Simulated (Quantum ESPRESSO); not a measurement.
# Al3Cu2PdRuIn: one composition in several site orders

Simulated, not a measurement. The program is pw.x of Quantum ESPRESSO 7.5 (plane-wave density functional theory). The cell is made up: eight metal atoms on a hexagonal close-packed lattice, with elements, volume, strain and displacements drawn at random and not relaxed, so it may be unstable or far from any real phase. PseudoDojo standard norm-conserving files set the functional (PBE unless stated); there is no spin polarisation or spin-orbit coupling, the Fermi-Dirac width of 0.25 eV means electrons at about 2900 K, and the masses in the input are unused placeholders. The copper pseudopotential is less sure than most, with forces differing by about three percent and pressure by about two GPa from a second method on plain copper. A spin test at this wide smearing found no moment, but such smearing suppresses magnetism that the real alloy may have.

The runs put one composition on the sites in different orders. Cell, positions, cutoff, mesh and smearing stay as in the input of run 1; sites are counted in its order. Stress in the tables is positive in tension.

Input of run 1:

```
&control calculation='scf', pseudo_dir='./dojo.nc.sr.pbe.v0_5.standard.upf', outdir='./o', disk_io='medium', tprnfor=.true., tstress=.true. /
&system ibrav=0, nat=8, ntyp=5, nbnd=57, ecutwfc=92.02030273, nosym=.true., tot_charge=0,
 occupations='smearing', smearing='fd', degauss=0.0183746611
/
&electrons conv_thr=1.470e-08, electron_maxstep=70, mixing_beta=0.5 /
ATOMIC_SPECIES
Al 1.0 Al.upf
Cu 1.0 Cu.upf
In 1.0 In.upf
Pd 1.0 Pd.upf
Ru 1.0 Ru.upf
CELL_PARAMETERS angstrom
4.3003 -2.4828 0.0
-2.8669 0.0 -4.4819
2.8669 4.9655 0.0
ATOMIC_POSITIONS angstrom
Al -0.0596 -0.0487 0.0231
Al 1.3865 2.2541 0.0648
Cu 0.0836 1.6222 -2.2342
Cu 1.3609 4.206 -2.1537
Pd 2.8256 -0.1429 -0.142
Al 4.332 2.4837 -0.0485
Ru 1.5637 -0.8061 -2.1304
In 3.0023 1.6553 -2.2026
K_POINTS automatic
5 5 4 1 1 1
```

```
run  elements on sites 1 to 8  free energy less that of run 1 (eV)  -TS (eV)  pressure (GPa)  stress xx (GPa)  stress yy (GPa)  stress zz (GPa)  stress yz (GPa)  stress xz (GPa)  stress xy (GPa)  iterations
  1   Al Al Cu Cu Pd Al Ru In                                0.000    -0.891           -2.67             2.44             7.04            -1.47            -1.98            -4.83            -1.65          14
  2   Pd Cu In Al Al Cu Al Ru                               -0.351    -0.814           -4.61             4.46             9.74            -0.39            -1.76            -1.03             0.42          14
  3   Cu Al Ru In Al Cu Al Pd                               -0.878    -0.788           -5.55             3.66             8.34             4.65             1.38            -0.85             1.16          15
  4   Pd Cu Al Al Al Cu In Ru                               -0.067    -0.818           -3.85             4.44             8.59            -1.49            -2.45            -1.36            -0.61          14
  5   Ru Al Al Cu Cu In Pd Al                               -0.277    -0.894           -3.57             4.88             8.80            -2.97            -3.83            -2.66             2.31          14
  6   Pd In Al Al Cu Ru Cu Al                               -0.755    -0.811           -5.01             2.99             4.77             7.28            -0.33            -1.15             0.33          14
```

Forces Fx Fy Fz (eV/Å):

```
site              run 1              run 2              run 3              run 4             run 5              run 6
   1    0.69 0.46 -0.87   0.51 -0.05 -0.47    0.34 0.15 -0.04    0.16 0.18 -0.79   -0.14 0.08 0.25   0.25 -0.17 -0.21
   2    -0.48 0.11 0.38     0.35 0.63 0.13    0.69 0.42 -0.16    0.59 0.54 -0.36  -0.36 -0.09 0.04     0.25 0.94 0.38
   3   0.17 -0.39 -0.37    1.11 0.44 -0.79  -0.65 -1.01 -0.14    1.07 0.91 -0.37  -0.45 -1.23 0.75   0.15 -0.69 -0.50
   4   0.90 -0.16 -0.11   0.11 -1.18 -0.04   0.94 -1.12 -0.68   0.18 -1.59 -0.08  0.63 -0.54 -0.55    0.69 0.18 -0.73
   5     1.29 0.62 2.74     0.36 0.92 1.57     1.36 0.58 1.11     1.07 1.32 2.01    0.70 0.84 1.12     0.23 0.08 0.55
   6     0.12 0.43 0.75     0.02 0.11 0.25    -0.31 0.21 0.89   -0.16 -0.34 0.91    0.06 0.41 1.31   -0.77 -0.89 1.04
   7  -1.67 -1.02 -2.14  -1.62 -0.50 -1.43   -1.26 0.57 -0.73  -1.96 -0.18 -2.11  -0.25 0.51 -1.91  -0.49 -0.04 -0.22
   8  -1.01 -0.06 -0.39   -0.83 -0.38 0.78   -1.10 0.20 -0.25   -0.95 -0.84 0.79  -0.19 0.01 -1.01   -0.31 0.60 -0.31
```

The sites are displaced and not relaxed, so the energy differences mix bonding between neighbours with strain and are not ordering energies. A rerun of one cell of this series at a higher cutoff and on a denser mesh moved values by no more than 0.005 eV in energy, 0.17 GPa in stress and 0.016 eV/Å in force, and a second program with other atomic files agreed on that cell to 2 % rms in force and 0.5 GPa in pressure.